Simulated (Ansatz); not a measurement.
## Structures of GaSiP: which is lowest?

Plane-wave DFT in Ansatz with scalar-relativistic PAW potentials, cutoff 420 eV, Γ-centred meshes chosen by cell and gap, Gaussian smearing with energies taken to zero width. Every cell was relaxed (cell and atoms) in a run of its own, within the symmetry of its start. Functional: PBE.

Relaxed structures (starts from databases or built by putting these elements on another compound's sites):
A. P4/nmm, 6 atoms in the computed cell, a = 3.558 Å, c = 7.989 Å; sites (symmetry × multiplicity) Ga 4mm × 2, Si -4m2 × 2, P 4mm × 2; start: built
B. P4/nmm, 6 atoms in the computed cell, a = 3.836 Å, c = 8.287 Å; sites (symmetry × multiplicity) Ga 4mm × 2, Si 4mm × 2, P -4m2 × 2; start: built

Task: Rank them by energy. Could pressure change the order?

Result:
| structure | group | E − E(lowest) (meV/atom) | V (Å³/atom) | gap on mesh (eV) |
| --- | --- | --- | --- | --- |
| A | P4/nmm | 0.0 | 16.85 | 0.00 |
| B | P4/nmm | 59 | 20.32 | 0.00 |

A is lowest, 59 meV/atom under B. The lowest is also the densest of these, so pressure wouldn't bring one of the others in at first order. Other structures may lie lower than all of these, and vibrations aren't counted.